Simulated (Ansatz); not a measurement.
Consider the following.

Bi2LiTe3:
```
Bi2LiTe3
1.0
    4.59793     0.00000     0.00000
   -2.29897     3.98193     0.00000
    0.00000     0.00000    10.23397
Te Bi Li
3 2 1
Cartesian
  0.00000   2.65462   6.74268
  0.00000   0.00000   0.00000
  2.29897   1.32731   3.49128
  2.29897   1.32731   8.40886
  0.00000   2.65462   1.82510
  0.00000   0.00000   5.11698
```

This is the r²SCAN+D4-relaxed structure.

Question: All from r²SCAN+D4 (plane waves, PAW; program Ansatz), unless another level is named. Predict the electronic character.

Answer: metallic (no gap).

Question: Give the density of states at the Fermi level.

Answer: 0.75 states/eV per atom (mean over ±0.08 eV).

Question: Give the formation energy from the elements (no fitted shifts).

Answer: -0.36 eV/atom.

Question: And the gap with spin–orbit coupling?

Answer: none (metallic).

Space group P-3m1. The cell is a constructed one: a structure type filled with these elements; neither database checked (COD, Materials Project) lists it. Whether it is the stable phase at ambient conditions was not checked. The cell was relaxed with r²SCAN+D4 under the symmetry of its start; its stability against distortions is not shown here. With an odd number of electrons in the cell and no spin polarisation, the count alone makes it a metal. The references are the lowest solids computed at this level, not always the standard phases. Scalar-relativistic: spin–orbit coupling is off unless named, which matters more the heavier the elements.

Potentials: the later of the program's two PAW sets.
